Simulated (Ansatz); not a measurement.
Relaxed-ion elastic tensor of SiO2 (CdI2 type, P-3m1) in GPa (Voigt order), PBE+D3(BJ) in the plane-wave PAW code Ansatz; density 3.47 g/cm³, 9.58 Å³ per atom.

```
 495   110   5.8  -2.0   0.0   0.0
 110   495   5.8   2.0   0.0   0.0
 5.8   5.8  41.0   0.0   0.0   0.0
-2.0   2.0   0.0   6.3   0.0   0.0
 0.0   0.0   0.0   0.0   6.3  -2.0
 0.0   0.0   0.0   0.0  -2.0   192
```

**Question.** Is the crystal mechanically stable?

**Answer.** Yes: the smallest eigenvalue of C is 6.2 GPa.

**Question.** Work out the Voigt and Reuss bounds. Is their mean of use?

**Answer.** K_V = 142, K_R = 37.2; G_V = 102, G_R = 13.7 GPa. The bounds lie so far apart that a Hill average or a Debye temperature from it would say little.

A made-up cell: these elements were put on the sites of a structure type; neither database checked (COD, Materials Project) lists it. It is not the phase usual at ambient conditions (space group No. 92, 152, 154). The PBE+D3(BJ) relaxation kept the symmetry of its start; phonons on a q-mesh show no instability.

Potentials: the later of the program's two PAW sets.
